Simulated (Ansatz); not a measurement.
Starting cell, Zn (hcp, Mg type):

```yaml
crystal:
  lattice:
    - [2.62263, 0.00000, 0.00000]
    - [-1.31132, 2.27126, 0.00000]
    - [0.00000, 0.00000, 5.18869]
  atoms:
    - { symbol: Zn, position: [0.33333, 0.66667, 0.75000] }
    - { symbol: Zn, position: [0.66667, 0.33333, 0.25000] }
```

The atoms are displaced by Q × the pattern below (from a DFPT mode at Γ, largest move 1; Q in Å), at fixed cell.

```tsv
atom	x	y	z
Zn1	0.000	0.000	-1.000
Zn2	0.000	0.000	1.000
```

These are PBE (plane waves to 420 eV, PAW, scalar-relativistic; Ansatz, a first-principles code) values and carry that method's errors. k mesh 20×20×9 (Γ-centred), Fermi-Dirac smearing 0.05 eV. With partly filled bands, energies and forces of such displacements shift with the k mesh and the smearing. Zn was relaxed with its symmetry unable to fall. 

| Q (Å) | −dE/dQ from forces (eV/Å) |
|---|---|
| -0.180 | 1.537 |
| -0.150 | 1.201 |
| -0.120 | 0.901 |
| -0.090 | [?] |
| -0.060 | [?] |
| -0.030 | 0.193 |
| 0.000 | 0.000 |
| 0.030 | -0.193 |
| 0.060 | [?] |
| 0.090 | [?] |
| 0.120 | -0.901 |
| 0.150 | -1.201 |
| 0.180 | -1.537 |

Problem. What belongs in the gaps?

Solution. 
- -0.090, −dE/dQ from forces (eV/Å): 0.636
- -0.060, −dE/dQ from forces (eV/Å): 0.402
- 0.060, −dE/dQ from forces (eV/Å): -0.402
- 0.090, −dE/dQ from forces (eV/Å): -0.636

(A displaced cell: forces are minus the slopes of the energy, force constants its curvatures, and phonons follow from these.)
